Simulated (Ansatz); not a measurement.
SnF3:
```
SnF3
1.0
    0.00000     4.35100     4.35100
    4.35100     0.00000     4.35100
    4.35100     4.35100     0.00000
Sn F
2 6
Direct
  0.50000   0.50000   0.50000
  0.00000   0.00000   0.00000
  0.72737   0.27263   0.72737
  0.27263   0.72737   0.27263
  0.72737   0.27263   0.27263
  0.27263   0.72737   0.72737
  0.72737   0.72737   0.27263
  0.27263   0.27263   0.72737
```

Relaxed with r²SCAN. Special points in fractions of this cell's reciprocal vectors: Γ (0.000, 0.000, 0.000); X (0.500, 0.000, 0.500); U (0.625, 0.250, 0.625); K (0.375, 0.375, 0.750); L (0.500, 0.500, 0.500); W (0.500, 0.250, 0.750).

Question: List the band energies nearest the valence-band maximum at these points for r²SCAN in the plane-wave PAW code Ansatz.

Answer: In eV from the valence-band maximum; about four levels below and three above (degenerate sets whole), none deeper than 8.9 eV; points with the same levels are listed once.

```tsv
k	below	above
Γ	-2.87 -2.87 -2.87 -2.16	5.58 5.81 5.81 5.81
X	-3.15 -3.15 -2.87 0.00	5.00 5.72 5.94 5.94
U	-3.13 -3.08 -2.94 -0.05	4.20 5.78 6.21
L	-3.02 -3.02 -2.98 -0.53	3.38 6.51 6.51
W	-3.15 -3.00 -3.00 -0.01	4.25 5.83 5.83
```

Space group Fm-3m. The workflow started from a Materials Project entry (that database holds measured and hypothetical structures alike); the Crystallography Open Database files this formula in space group No. 225, but the cells were not matched. Whether it is the stable phase at ambient conditions was not checked. The cell was relaxed with r²SCAN under the symmetry of its start; whether a distortion lowers the energy is not shown. Scalar-relativistic: spin–orbit coupling is off unless named, which matters more the heavier the elements.

Potentials: the later of the program's two PAW sets.
